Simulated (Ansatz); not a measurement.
CuPd:
```
CuPd
1.0
    1.40622    -2.21032     0.00000
    1.40622     2.21032     0.00000
    0.00000     0.00000     4.25853
Cu Pd
1 1
Direct
  0.00000   0.00000   0.00000
  0.50000   0.50000   0.50000
```

Relaxed with PBEsol. Special points in fractions of this cell's reciprocal vectors: Γ (0.000, 0.000, 0.000); Y (-0.500, 0.500, 0.000); C0 (-0.351, 0.649, 0.000); Σ0 (0.351, 0.351, 0.000); Z (0.000, 0.000, 0.500); A0 (0.351, 0.351, 0.500); E0 (-0.351, 0.649, 0.500); T (-0.500, 0.500, 0.500); S (0.000, 0.500, 0.000); R (0.000, 0.500, 0.500).

**Question.** List the band energies nearest the Fermi level at these points for PBEsol with spin–orbit coupling in the plane-wave PAW code Ansatz.

**Answer.** In eV from the Fermi level; about four levels below and three above (degenerate sets whole), none deeper than 8.9 eV; points with the same levels are listed once.

| k | below | above |
|---|---|---|
| Γ | -0.75 -0.75 -0.11 -0.11 | 0.33 0.33 6.24 6.24 |
| Y | -0.36 -0.36 -0.26 -0.26 | 0.44 0.44 5.41 5.41 |
| C0 | -1.24 -1.24 -0.95 -0.95 | 3.98 3.98 4.21 4.21 |
| Z | -1.29 -1.29 -0.78 -0.78 | 13.02 13.02 15.56 15.56 |
| A0 | -1.08 -1.08 -0.62 -0.62 | 4.81 4.81 5.99 5.99 |
| T | -1.73 -1.73 -1.11 -1.11 | 0.41 0.41 4.00 4.00 |
| S | -1.26 -1.26 -0.02 -0.02 | 1.15 1.15 2.97 2.97 |
| R | -0.65 -0.65 -0.39 -0.39 | 0.24 0.24 0.33 0.33 |

Space group Cmmm. The first step of the workflow began from a Materials Project structure, measured or hypothetical; the Crystallography Open Database copy checked does not list it. COD files the formula under space group No. 221. With Cu and Pd taken as one species the cell has the higher symmetry I4/mmm, so it may be an ordered model of a mixed-site phase. Whether it is the stable phase at ambient conditions was not checked. Symmetry was held in the PBEsol relaxation. At this level the phase is dynamically unstable (imaginary phonons). The run is not spin-polarised.

Potentials: the later of the program's two PAW sets.
